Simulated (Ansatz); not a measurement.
**Stability checks on a candidate for PdPt2S6**

The structure comes from a generated guess, relaxed at this level; another structure or a mixture of phases may lie lower.

Level of theory: DFT PBE, scalar-relativistic, plane waves, PAW in Ansatz. The final run on the 9-atom cell used 420 eV, a Γ-centred 6×6×4 mesh, 0.02 eV smearing and no spin polarisation.

```yaml
crystal:
  lattice:
    - [6.18462, 0.00000, 0.00000]
    - [-3.09231, 5.35604, 0.00000]
    - [0.00000, 0.00000, 6.31691]
  atoms:
    - { symbol: Pd, position: [0.00000, 0.00000, 0.00000] }
    - { symbol: Pt, position: [0.66667, 0.33333, 0.00000] }
    - { symbol: Pt, position: [0.33333, 0.66667, 0.00000] }
    - { symbol: S, position: [0.00000, 0.33376, 0.19490] }
    - { symbol: S, position: [0.66624, 0.66624, 0.19490] }
    - { symbol: S, position: [0.33376, 0.00000, 0.19490] }
    - { symbol: S, position: [0.33376, 0.33376, 0.80510] }
    - { symbol: S, position: [0.00000, 0.66624, 0.80510] }
    - { symbol: S, position: [0.66624, 0.00000, 0.80510] }
```

Energies over the elements count from the elements' standard structures at the same level, with no fitted energy shifts.

Task: These tests were run: energy against the elements; phonons at Γ. What do they show?

Result:

```tsv
test	result
energy against the elements	−0.310 eV/atom
phonons at Γ	lowest optical mode 101 cm⁻¹
```

It fails none of these tests. Whether a mixture of other phases lies lower isn't tested here. Phonons away from Γ weren't computed.

No dispersion correction is applied, so the spacing and binding between layers, chains or molecules are poorly described. Spin–orbit coupling, which can matter for Pt, is left out. The reference form of S is held partly by dispersion forces, which this level lacks. The run for the phonons used a 6×6×4 k mesh.
